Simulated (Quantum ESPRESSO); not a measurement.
# Kohn-Sham bands of TlI (Cmcm)

```
CELL_PARAMETERS angstrom
      4.67549     0.00000     0.00000
      0.00000     0.00000    -5.24366
     -2.33774     6.54408     0.00000
ATOMIC_POSITIONS crystal
  Tl 0.60846 0.25000 0.21692
  Tl 0.39154 0.75000 0.78308
  I  0.86399 0.25000 0.72798
  I  0.13601 0.75000 0.27202
```

Cell from Materials Project (mp-22858), symmetrised, no further relaxation. COD (Crystallography Open Database) has the formula in 2 space groups, this one among them (matched by group alone). Level: PBEsol, spinors with spin-orbit coupling; pw.x of Quantum ESPRESSO at 56 Ry with PseudoDojo potentials, 6×4×6 k-points, Wannier90. Density: 8×6×8 mesh, cold smearing 0.01 Ry.

### Question
List the Kohn-Sham levels between −8 and 4.6 eV relative to the valence-band maximum at the high-symmetry points, as a band run of pw.x on that density gives them (levels within 2 meV counted together).

### Answer
```json
[
 {"point": "Γ", "k (reciprocal lattice)": "0.000 0.000 0.000", "levels (eV)": "-4.50 (×2), -4.06 (×2), -2.94 (×2), -2.33 (×2), -1.81 (×2), -1.22 (×2), -0.88 (×2), -0.56 (×2), 3.91 (×2), 4.01 (×2)"},
 {"point": "Y", "k (reciprocal lattice)": "0.000 0.000 0.500", "levels (eV)": "-5.18 (×2), -4.11 (×2), -2.20 (×2), -1.99 (×2), -1.44 (×2), -0.88 (×2), -0.83 (×2), -0.37 (×2), 2.21 (×2), 3.95 (×2), 3.99 (×2)"},
 {"point": "C_0", "k (reciprocal lattice)": "0.436 0.000 0.282", "levels (eV)": "-5.57 (×2), -4.43 (×2), -2.06 (×2), -1.54 (×2), -1.22 (×2), -0.79 (×2), -0.61 (×2), -0.28 (×2), 1.60 (×2), 2.35 (×2), 2.73 (×2), 3.19 (×2), 4.08 (×2)"},
 {"point": "Σ_0", "k (reciprocal lattice)": "0.564 0.000 -0.282", "levels (eV)": "-5.57 (×2), -4.43 (×2), -2.06 (×2), -1.54 (×2), -1.22 (×2), -0.79 (×2), -0.61 (×2), -0.28 (×2), 1.60 (×2), 2.35 (×2), 2.73 (×2), 3.19 (×2), 4.08 (×2)"},
 {"point": "Z", "k (reciprocal lattice)": "0.000 -0.500 0.000", "levels (eV)": "-5.05 (×4), -2.16 (×4), -0.95 (×4), -0.11 (×4), 2.44 (×4), 3.69 (×4)"},
 {"point": "A_0", "k (reciprocal lattice)": "0.564 -0.500 -0.282", "levels (eV)": "-4.63 (×2), -4.58 (×2), -2.95 (×2), -2.81 (×2), -1.91 (×2), -1.83 (×2), -0.94 (×2), -0.88 (×2), 2.98 (×2), 3.41 (×2)"},
 {"point": "E_0", "k (reciprocal lattice)": "0.436 -0.500 0.282", "levels (eV)": "-4.63 (×2), -4.58 (×2), -2.95 (×2), -2.81 (×2), -1.91 (×2), -1.83 (×2), -0.94 (×2), -0.88 (×2), 2.98 (×2), 3.41 (×2)"},
 {"point": "T", "k (reciprocal lattice)": "0.000 -0.500 0.500", "levels (eV)": "-5.40 (×4), -1.40 (×4), -0.58 (×4), -0.14 (×4), 1.86 (×4), 3.81 (×4)"},
 {"point": "S", "k (reciprocal lattice)": "0.500 0.000 0.000", "levels (eV)": "-5.52 (×2), -4.49 (×2), -1.94 (×2), -1.60 (×2), -1.23 (×2), -0.87 (×2), -0.76 (×2), -0.26 (×2), 1.84 (×2), 2.25 (×2), 2.76 (×2), 3.21 (×2), 3.82 (×2)"},
 {"point": "R", "k (reciprocal lattice)": "0.500 -0.500 0.000", "levels (eV)": "-4.52 (×4), -2.76 (×4), -2.26 (×4), -0.88 (×4), 3.33 (×4)"}
]
```
